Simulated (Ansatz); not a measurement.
Si:
```
CELL_PARAMETERS angstrom
      6.92173     1.92376     0.00000
     -6.92173     1.92376     0.00000
     -0.74984     0.00000     6.29371
ATOMIC_POSITIONS crystal
  Si 0.05562 0.94438 0.87419
  Si 0.94438 0.05562 0.12581
  Si 0.55902 0.44098 0.65348
  Si 0.44098 0.55902 0.34652
  Si 0.21281 0.78719 0.05738
  Si 0.78719 0.21281 0.94262
  Si 0.72707 0.27293 0.58553
  Si 0.27293 0.72707 0.41447
```

Relaxed with r²SCAN. Independent-particle spectrum: no excitons, no local fields, no scissors shift; 0.1 eV broadening; ε₁ of the summed bands alone.

**Question.** Tabulate the dielectric function from plane-wave PAW r²SCAN (Ansatz code).

**Answer.** 

| E (eV) | ε₁ xx | ε₂ xx | ε₁ yy | ε₂ yy | ε₁ zz | ε₂ zz |
|---|---|---|---|---|---|---|
| 0.0 | 12.32 | 0.00 | 12.01 | 0.00 | 12.55 | 0.00 |
| 0.4 | 12.47 | 0.00 | 12.12 | 0.00 | 12.68 | 0.00 |
| 0.8 | 12.98 | 0.16 | 12.51 | 0.00 | 13.12 | 0.03 |
| 1.2 | 13.56 | 0.24 | 13.23 | 0.14 | 13.80 | 0.08 |
| 1.6 | 14.79 | 0.33 | 14.34 | 0.21 | 15.17 | 0.09 |
| 2.0 | 17.08 | 0.81 | 16.24 | 0.69 | 17.64 | 0.91 |
| 2.4 | 21.07 | 2.32 | 18.99 | 1.53 | 21.20 | 1.88 |
| 2.8 | 25.47 | 11.15 | 24.40 | 6.32 | 26.69 | 9.22 |
| 3.2 | 22.11 | 18.53 | 26.09 | 13.42 | 24.90 | 17.11 |
| 3.6 | 16.89 | 25.80 | 25.64 | 24.44 | 20.08 | 33.36 |
| 4.0 | 2.94 | 29.58 | 9.27 | 38.74 | 3.79 | 33.34 |
| 4.4 | -4.09 | 22.41 | -9.35 | 27.95 | -6.50 | 25.10 |
| 4.8 | -6.44 | 18.07 | -10.23 | 17.27 | -10.12 | 17.96 |
| 5.2 | -8.47 | 13.51 | -9.34 | 12.60 | -9.49 | 12.41 |
| 5.6 | -8.02 | 9.35 | -8.51 | 9.16 | -8.35 | 9.19 |
| 6.0 | -6.90 | 7.15 | -7.50 | 7.18 | -7.37 | 7.34 |
| 6.4 | -6.22 | 5.62 | -6.78 | 5.27 | -7.22 | 5.49 |
| 6.8 | -5.58 | 4.42 | -5.69 | 4.17 | -6.04 | 3.90 |
| 7.2 | -4.98 | 3.61 | -5.16 | 3.45 | -5.14 | 3.21 |
| 7.6 | -4.37 | 2.92 | -4.45 | 2.73 | -4.49 | 2.54 |
| 8.0 | -3.90 | 2.27 | -3.97 | 2.26 | -3.92 | 2.12 |
| 8.4 | -3.33 | 1.85 | -3.48 | 1.78 | -3.46 | 1.70 |
| 8.8 | -2.82 | 1.64 | -3.00 | 1.48 | -2.99 | 1.43 |
| 9.2 | -2.58 | 1.44 | -2.65 | 1.24 | -2.67 | 1.20 |
| 9.6 | -2.27 | 1.20 | -2.30 | 1.06 | -2.32 | 0.99 |
| 10.0 | -2.00 | 1.09 | -2.04 | 0.92 | -2.02 | 0.85 |
| 10.4 | -1.84 | 0.92 | -1.76 | 0.75 | -1.76 | 0.71 |
| 10.8 | -1.62 | 0.78 | -1.55 | 0.67 | -1.52 | 0.62 |
| 11.2 | -1.41 | 0.64 | -1.34 | 0.60 | -1.31 | 0.58 |
| 11.6 | -1.21 | 0.58 | -1.17 | 0.52 | -1.14 | 0.51 |
| 12.0 | -1.07 | 0.52 | -1.02 | 0.48 | -1.01 | 0.47 |

**Question.** From ε at 1.0 eV (xx: 13.19 + 0.22i), find n, k, the normal reflectivity and the absorption coefficient.

**Answer.** n = 3.63, k = 0.030, R = 32 %, α = 2kE/ħc = 3000 cm⁻¹.

With all bands, ε∞ without local fields is 12.3 (xx), 12.0 (yy), 12.6 (zz). DFPT, with local fields, gives 11.9 (xx), 11.8 (yy), 12.2 (zz).

Space group C2/m. The workflow started from a Materials Project entry (that database holds measured and hypothetical structures alike); the Crystallography Open Database copy checked does not list it. It is not the phase usual at ambient conditions (space group No. 227). Symmetry was held in the r²SCAN relaxation; of distortions, only those at the zone centre were tested.

Potentials: the later of the program's two PAW sets.
